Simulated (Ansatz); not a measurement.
Given:

Sn2Pt:
```
Sn2Pt
1.0
    0.00000     3.20137     3.20137
    3.20137     0.00000     3.20137
    3.20137     3.20137     0.00000
Sn Pt
2 1
Direct
  0.75000   0.75000   0.75000
  0.25000   0.25000   0.25000
  0.00000   0.00000   0.00000
```

This is the LDA-relaxed structure.

Question: All from the program Ansatz at the LDA level (PAW), unless another level is named. Estimate the formation energy from the elements (no fitted shifts).

Answer: -0.47 eV/atom.

Question: What about the density of states at the Fermi level?

Answer: 0.32 states/eV per atom (mean over ±0.08 eV).

Space group Fm-3m (fluorite or antifluorite type). The workflow started from a Materials Project entry (that database holds measured and hypothetical structures alike); the Crystallography Open Database files this formula in space group No. 225, but the cells were not matched. Its standing as an ambient phase is unchecked. The cell was relaxed with LDA under the symmetry of its start; of distortions, only those at the zone centre were tested. The run is not spin-polarised. The references are the lowest solids computed at this level, not always the standard phases. Scalar-relativistic: spin–orbit coupling is off unless named, which matters more the heavier the elements.

Potentials: the later of the program's two PAW sets.
